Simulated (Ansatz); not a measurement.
Consider the following.

YB₆:
Space group Pm-3m (No. 221); a = 4.0892 Å, b = 4.0892 Å, c = 4.0892 Å, α = 90.00°, β = 90.00°, γ = 90.00°

```tsv
atom	site	symmetry	x	y	z
Y	1a	m-3m	0.0000	0.0000	0.0000
B	6f	4m.m	0.1989	0.5000	0.5000
```

This is the r²SCAN-relaxed structure.

Q: All from DFT-r²SCAN in the program Ansatz with PAW potentials, unless another level is named. Estimate the density of states at the Fermi level.

A: 0.11 states/eV per atom (mean over ±0.08 eV).

Q: And the formation energy from the elements (no fitted shifts)?

A: -0.47 eV/atom.

Q: Predict the gap with spin–orbit coupling.

A: none (metallic).

The first step of the workflow began from a Materials Project structure, measured or hypothetical; the Crystallography Open Database files this formula in space group No. 221, but the cells were not matched. Its standing as an ambient phase is unchecked. The r²SCAN relaxation kept the symmetry of its start; of distortions, only those at the zone centre were tested. The run is not spin-polarised. The references are the lowest solids computed at this level, not always the standard phases. Spin–orbit coupling is left out wherever it is not named.

Potentials: the later of the program's two PAW sets.
